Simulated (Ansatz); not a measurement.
The calculation used Ansatz 0.2.0, DFT PBE, scalar-relativistic, plane waves, PAW. All cells share a 420 eV cutoff and Γ-centred k meshes spaced about 0.3 Å⁻¹ or finer (0.25 for metals, 2π included). No spin polarisation.

All energies are static (0 K, no zero-point motion).

Compare these two cells of ScIn3N2, each relaxed at this level.

A.

Space group P3m1 (No. 156). a = 3.383 Å, b = 3.383 Å, c = 11.586 Å, α = 90.00°, β = 90.00°, γ = 120.00°
| atom | site | symmetry | x | y | z |
| --- | --- | --- | --- | --- | --- |
| Sc | 1b | 3m. | 0.3333 | 0.6667 | 0.7677 |
| In | 1c | 3m. | 0.6667 | 0.3333 | 0.5213 |
| In | 1c | 3m. | 0.6667 | 0.3333 | 0.0052 |
| In | 1b | 3m. | 0.3333 | 0.6667 | 0.2431 |
| N | 1a | 3m. | 0.0000 | 0.0000 | 0.7083 |
| N | 1a | 3m. | 0.0000 | 0.0000 | 0.1168 |

B.

Space group P4mm (No. 99). a = 3.126 Å, b = 3.126 Å, c = 11.519 Å, α = 90.00°, β = 90.00°, γ = 90.00°
```tsv
atom	site	symmetry	x	y	z
Sc	1b	4mm	0.5000	0.5000	0.0916
In	1a	4mm	0.0000	0.0000	0.5649
In	1a	4mm	0.0000	0.0000	0.3070
In	1b	4mm	0.5000	0.5000	0.8150
N	1a	4mm	0.0000	0.0000	0.1035
N	1b	4mm	0.5000	0.5000	0.6180
```

Task: Which would you expect to be lower, and how large is the difference?

Result: B is lower, by 19 meV/atom. A has space group P3m1 (No. 156), 19.1 Å³/atom and no gap on its mesh; B has space group P4mm (No. 99), 18.8 Å³/atom and no gap. Counting N atoms around In and Sc (those within 1.25 times the shortest such distance or 1.15 times the sum of covalent radii; the shortest distance is added where it is long for a bond; a slash parts the counts of unlike sites), A has Sc 3, In 3/3 from 2.9 Å and B has Sc 4, In 1/4. In A, Sc is surrounded by 3 N at 2.07 Å, 6 In at 3.37–3.46 Å and 6 Sc at 3.38 Å; In on its first site is surrounded by 3 N at 2.92 Å, 6 In at 3.38 Å, 3 Sc at 3.46 Å and 3 In at 3.77 Å; N on its first site is surrounded by 3 Sc at 2.07 Å and 3 In at 2.92 Å; 3 more sites not described. In B, around Sc lie 4 N at 2.21 Å, 4 Sc at 3.13 Å and 5 In at 3.19–3.32 Å; In on its first site is surrounded by 4 N at 2.29 Å and 5 In at 2.97–3.13 Å; N on its first site is surrounded by 4 Sc at 2.21 Å and 1 In at 2.34 Å; 3 more sites not described. Both come from trial cells of a structure search, whose lowest cell (R-3m, 17.7 Å³/atom) lies 236 meV/atom below the lower of the two.

The k mesh leaves some 4 meV/atom of noise in the energy of each metallic cell. Weakly bound directions are ill-defined at this level, which has no dispersion term (P3m1), and this can change margins and order among such cells. Trial moments fell under 0.15 μB along the way in P3m1 and P4mm; another start might hold them. Cells relaxed within their symmetry can be saddle points. Some candidate types were left out of the draw beforehand, so a known form may be missing.
